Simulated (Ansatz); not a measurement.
The calculation used DFT PBE, scalar-relativistic, plane waves, PAW (Ansatz 0.2.0). All cells share a 420 eV cutoff and Γ-centred k meshes spaced at most about 0.3 Å⁻¹ (about 0.25 or finer for metals, 2π included). Collinear spin in cells that started with moments and kept them past the coarse steps, no spin elsewhere.

These are static total energies at zero pressure. All come from trial cells, and lower structures may exist.

Question: Order these relaxed structures of In2O by energy, lowest first, with the energy over the lowest of them.
A.

Space group P4/mmm (No. 123). a = 4.300 Å, b = 4.300 Å, c = 3.289 Å, α = 90.00°, β = 90.00°, γ = 90.00°
```json
{"atom": "In", "site": "2f", "symmetry": "mmm.", "x": "0.0000", "y": "0.5000", "z": "0.0000"}
{"atom": "O", "site": "1d", "symmetry": "4/mmm", "x": "0.5000", "y": "0.5000", "z": "0.5000"}
```

B.

Space group Fd-3m:1 (No. 227). a = 8.342 Å, b = 8.342 Å, c = 8.342 Å, α = 90.00°, β = 90.00°, γ = 90.00°
```json
{"atom": "In", "site": "16c", "symmetry": ".-3m", "x": "0.1250", "y": "0.1250", "z": "0.1250"}
{"atom": "O", "site": "8b", "symmetry": "-43m", "x": "0.0000", "y": "0.0000", "z": "0.5000"}
```

C.

Space group Pn-3m:1 (No. 224). a = 5.134 Å, b = 5.134 Å, c = 5.134 Å, α = 90.00°, β = 90.00°, γ = 90.00°
```tsv
atom	site	symmetry	x	y	z
In	4c	.-3m	0.7500	0.7500	0.7500
O	2a	-43m	0.0000	0.0000	0.0000
```

Answer: C (0 meV/atom), A (50 meV/atom), B (923 meV/atom). Forms: C cuprite type, Pn-3m, no spin; A P4/mmm, no spin; B Fd-3m, moments up to 0.6 μB. Counting O atoms around In (those within 1.25 times the shortest such distance or 1.15 times the sum of covalent radii; the shortest distance is added where it is long for a bond): C has In 2; A has In 4 from 2.7 Å; B has In 6 from 3.5 Å.

The magnetic state reached may not be the lowest. Cells relaxed within their symmetry can be saddle points. Some structure types and database cells were kept out of the candidates from the start, so a known form may be missing.
